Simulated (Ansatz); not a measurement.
**Is this Be2ZnSe3 structure stable?**

It was reached by relaxing an invented guess, and it needn't be the stable form of this composition.

These are results of Ansatz 0.2.0, DFT PBE, scalar-relativistic, plane waves, PAW, not measurements. Settings of the last relaxation (12-atom cell): 420 eV, 12×12×2 k points, Gaussian smearing of 0.02 eV, no spin polarisation.

```yaml
crystal:
  lattice:
    - [3.77910, 0.00000, 0.00000]
    - [-1.88955, 3.27280, 0.00000]
    - [0.00000, 0.00000, 18.79159]
  atoms:
    - { symbol: Be, position: [0.33333, 0.66667, 0.99597] }
    - { symbol: Be, position: [0.33333, 0.66667, 0.33791] }
    - { symbol: Be, position: [0.66667, 0.33333, 0.49597] }
    - { symbol: Be, position: [0.66667, 0.33333, 0.83791] }
    - { symbol: Zn, position: [0.33333, 0.66667, 0.66884] }
    - { symbol: Zn, position: [0.66667, 0.33333, 0.16884] }
    - { symbol: Se, position: [0.33333, 0.66667, 0.11490] }
    - { symbol: Se, position: [0.33333, 0.66667, 0.45769] }
    - { symbol: Se, position: [0.33333, 0.66667, 0.79968] }
    - { symbol: Se, position: [0.66667, 0.33333, 0.29968] }
    - { symbol: Se, position: [0.66667, 0.33333, 0.61490] }
    - { symbol: Se, position: [0.66667, 0.33333, 0.95769] }
```

Energies over the elements count from the elements' standard structures at the same level, with no fitted energy shifts.

Task: These tests were run: energy against the elements; phonons on a 2×2×1 q mesh. What do they show?

Result:

```tsv
test	result
energy against the elements	−0.720 eV/atom
phonons on a 2×2×1 q mesh	no imaginary mode on the mesh
```

It fails none of these tests. Other phases of the system weren't compared here, so this isn't yet thermodynamic stability.

The reference form of Se is held partly by dispersion forces, which this level lacks. The run for the phonons used a 12×12×2 k mesh.
